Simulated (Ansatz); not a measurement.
Ti3Ag:
```yaml
crystal:
  lattice:
    - [3.98815, 0.00000, 0.00000]
    - [0.00000, 3.98815, 0.00000]
    - [0.00000, 0.00000, 3.98705]
  atoms:
    - { symbol: Ti, position: [0.00000, 0.50000, 0.50000] }
    - { symbol: Ti, position: [0.50000, 0.00000, 0.50000] }
    - { symbol: Ag, position: [0.00000, 0.00000, 0.00000] }
    - { symbol: Ti, position: [0.50000, 0.50000, 0.00000] }
```

Relaxed with LDA. Special points in fractions of this cell's reciprocal vectors: Γ (0.000, 0.000, 0.000); X (0.000, 0.500, 0.000); M (0.500, 0.500, 0.000); Z (0.000, 0.000, 0.500); R (0.000, 0.500, 0.500); A (0.500, 0.500, 0.500).

### Question
List the band energies nearest the Fermi level at these points for LDA (plane waves, PAW; program Ansatz).

### Answer
In eV from the Fermi level; about four levels below and three above (degenerate sets whole), none deeper than 8.9 eV; points with the same levels are listed once.

```csv
k,below,above
Γ,-0.58 -0.58 -0.58 -0.02 -0.01,2.53 2.53 2.53
X,-1.83 -0.72 -0.68 -0.67,0.91 0.91 0.95
M,-0.79 -0.35 -0.15 -0.15,1.17 1.17 1.74
Z,-1.83 -0.72 -0.68 -0.68,0.91 0.91 0.95
A,-3.95 -1.07 -1.07 -1.06,0.32 0.32 0.32
```

Space group Pm-3m (Cu3Au type). The workflow started from an entry of the Crystallography Open Database (COD); the relaxed space group is not among those it files for this formula. COD files the formula under space group No. 123, so this cell is another polymorph or a model. Whether it is the stable phase at ambient conditions was not checked. The cell was relaxed with LDA under the symmetry of its start; of distortions, only those at the zone centre were tested. The run is not spin-polarised. Point labels and valley counts follow the cell and symmetry of the run, lower than the named group. Spin–orbit coupling is left out wherever it is not named.

Potentials: the later of the program's two PAW sets.
